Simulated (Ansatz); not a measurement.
CdInNO:
```cif
data_CdInNO
_chemical_formula_sum 'In1 Cd1 O1 N1'
_space_group_name_H-M_alt 'P 1'
_space_group_IT_number 1
_cell_length_a 3.56976
_cell_length_b 3.56976
_cell_length_c 5.76568
_cell_angle_alpha 90.000
_cell_angle_beta 90.000
_cell_angle_gamma 120.000
loop_
_space_group_symop_operation_xyz
  'x, y, z'
loop_
_atom_site_label
_atom_site_type_symbol
_atom_site_fract_x
_atom_site_fract_y
_atom_site_fract_z
_atom_site_occupancy
In1 In 0.33333 0.66667 0.50756 1
Cd1 Cd 0.66667 0.33333 0.99429 1
O1 O 0.33333 0.66667 0.13919 1
N1 N 0.66667 0.33333 0.60895 1
```

Relaxed with r²SCAN. r²SCAN (plane waves, PAW; program Ansatz) gives no gap.

Q: What gap does HSE06 give on the same cell (Ansatz, PAW)?

A: 0.64 eV. The hybrid was solved on a coarser mesh and at special points; the gap given is the minimum over both. On such a mesh it can open a false gap in a semimetal.

| k | v1 r²SCAN | c1 r²SCAN | v1 HSE06 | c1 HSE06 |
|---|---|---|---|---|
| Γ | 0.00 | 0.00 | 0.00 | 0.64 |
| A | -0.13 | 2.15 | ? | ? |
| K | -1.45 | 6.27 | ? | ? |
| H | -0.68 | 5.77 | ? | ? |
| M | -0.94 | 4.36 | ? | ? |
| L | -0.91 | 4.20 | -1.01 | 4.91 |

Q: Top valence (v1) and lowest conduction level (c1) in eV from each method's valence maximum (which need not be a listed point): supply the withheld HSE06 values.

A: 
- A, v1 HSE06: -0.12
- A, c1 HSE06: 2.90
- K, v1 HSE06: -1.57
- K, c1 HSE06: 7.02
- H, v1 HSE06: -0.77
- H, c1 HSE06: 6.50
- M, v1 HSE06: -1.05
- M, c1 HSE06: 5.17

Cost on shared cores: the r²SCAN run (SCF on a 13×13×7 mesh, then bands and DOS) about 110 core-seconds (a rough figure), the HSE06 run (SCF on 7×7×4, then a few points) very roughly 3 core-minutes; the tasks are unlike.

Space group P3m1. The start of the workflow was typed in or built on a structure type; neither database checked (COD, Materials Project) lists it. Whether it is the stable phase at ambient conditions was not checked. The cell was relaxed with r²SCAN under the symmetry of its start; whether a distortion lowers the energy is not shown. Spin–orbit coupling is left out wherever it is not named.

Potentials: the earlier of the program's two PAW sets.
